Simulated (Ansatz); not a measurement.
# BaGe$_{6}$, a known structure type with other elements, at an estimated volume

```xyz
14
Lattice="4.6399 0.0000 0.0000 2.3199 -5.3703 0.0000 0.0000 0.0000 -12.3934" Properties=species:S:1:pos:R:3 pbc="T T T"
Ba    2.3199   -2.4221   -9.2951
Ba    4.6399   -2.9482   -3.0984
Ge    2.3199   -2.7178   -5.7333
Ge    4.6399   -2.6525  -11.9300
Ge    4.6399   -2.6525   -6.6601
Ge    2.3199   -2.7178   -0.4634
Ge    4.6399   -4.7370   -8.0163
Ge    2.3199   -0.6333   -1.8196
Ge    2.3199   -0.6333   -4.3771
Ge    4.6399   -4.7370  -10.5738
Ge    2.3199   -5.1174   -4.9798
Ge    4.6399   -0.2528  -11.1765
Ge    4.6399   -0.2528   -7.4136
Ge    2.3199   -5.1174   -1.2169
```

Level: r2SCAN, no spin polarisation; 500 eV; 6×6×2 Γ-centred mesh; gaussian occupations (width 0.0135 eV); Ansatz 0.2.0, fixed geometry.

Q: What is the formation energy?

A: -0.17 eV an atom against the elements' usual phases (free molecules for gases, crystals otherwise, with no correction for O₂ or N₂), so it is bound against them; other compounds may still compete. Relaxing would lower it.

Q: Where is the largest force?

A: The largest is on Ge11 (and as large on other atoms): 0.20 eV/Å, components (0.00, -0.05, 0.20). It makes 153° with the line to a nearest neighbour, Ge13 at 2.49 Å, pointing away from it.

Q: What do density and ELF say about some of the short contacts?

A: Ge–Ge at 2.49 Å: least valence density 0.48 e/Å³ and ELF 0.77 there. Ba–Ge at 3.31 Å: least valence density 0.13 e/Å³ and ELF 0.11 there. These are pseudo-fields; inside the PAW spheres they differ from the all-electron ones.

Q: How is the charge shared?

A: Bader charges in e: Ba +1.28, Ge -0.27 to -0.17. In the mean Ba gives up most and Ge takes most.

Q: Is there a gap?

A: It is a metal, with about 4.2 states/eV a cell as the mean within 0.25 eV of the Fermi level, mostly Ge p (65 %) and Ge s (23 %).

Q: What does the stress say?

A: The pressure is 3.1 GPa (compression positive), so with the atoms held at these fractions the cell would first expand. The principal stresses 2.1, 2.2, 5.0 GPa differ, so its shape would change too.

Origin: a known structure type with other elements, at an estimated volume, so it need not be a known compound.
